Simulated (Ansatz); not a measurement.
NbP:
```
NbP
1.0
    3.32990     0.00000     0.00000
   -1.66495     2.88378     0.00000
    0.00000     0.00000     3.34136
Nb P
1 1
Cartesian
  0.00000   0.00000   0.00000
  1.66495   0.96126   1.67068
```

Relaxed with PBE. Special points in fractions of this cell's reciprocal vectors: Γ (0.000, 0.000, 0.000); M (0.500, 0.000, 0.000); K (0.333, 0.333, 0.000); A (0.000, 0.000, 0.500); L (0.500, 0.000, 0.500); H (0.333, 0.333, 0.500).

Task: List the band energies nearest the Fermi level at these points for the program Ansatz at the PBE level (PAW).

Result: In eV from the Fermi level; about four levels below and three above (degenerate sets whole), none deeper than 8.9 eV; points with the same levels are listed once.

| k | below | above |
|---|---|---|
| Γ | -2.70 -2.01 -2.01 -0.26 | 1.80 1.80 4.68 4.68 |
| M | -5.89 -2.83 -2.27 -0.44 | 1.06 3.16 3.73 |
| K | -5.18 -4.00 -2.69 -0.10 | 1.15 1.91 2.01 |
| A | -1.36 -1.36 -0.24 -0.24 | 2.53 3.57 3.57 |
| L | -4.85 -4.16 -3.09 -0.01 | 2.96 3.31 4.29 |
| H | -5.46 -4.44 -2.26 -0.06 | 3.04 4.32 4.96 |

Space group P-6m2. The cell is a constructed one: a structure type filled with these elements; neither database checked (COD, Materials Project) lists it. COD files the formula under space group No. 141, so this cell is another polymorph or a model. Its standing as an ambient phase is unchecked. Symmetry was held in the PBE relaxation; its stability against distortions is not shown here. The run is not spin-polarised. Scalar-relativistic: spin–orbit coupling is off unless named, which matters more the heavier the elements.

Potentials: the later of the program's two PAW sets.
